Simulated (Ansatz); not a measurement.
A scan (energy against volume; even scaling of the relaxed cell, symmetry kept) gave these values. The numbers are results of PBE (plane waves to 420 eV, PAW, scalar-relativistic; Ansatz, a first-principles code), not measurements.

| Item | Value |
|---|---|
| Bulk modulus at fixed cell shape B₀ (third-order Birch-Murnaghan fit) | 107 GPa |
| Pressure derivative B₀′ (fit) | 3.4 |
| Equilibrium volume of the fit | 22.54 Å³/atom |

Q: Of these crystals, all scanned alike, which one is it?
A. Lu (hcp, Mg type)
B. Se (trigonal-Se type, space group P3_121)
C. TiB₂ (AlB2 type, space group P6/mmm)
D. Hf (hcp, Mg type)

A: D, Hf (hcp, Mg type). The others have, for the bulk modulus at fixed cell shape: Se 13.8 GPa, TiB2 255 GPa, Lu 46.7 GPa

All were relaxed with their symmetry unable to fall. Hf is run without spin polarisation. Lu is run without spin polarisation. Spin-orbit coupling is left out. TiB2 is run without spin polarisation. With the shape held, the modulus is that of even scaling; a crystal free to change shape is softer.

(Under strain, the slope of the energy per volume gives the stress and its curvature an elastic modulus.)
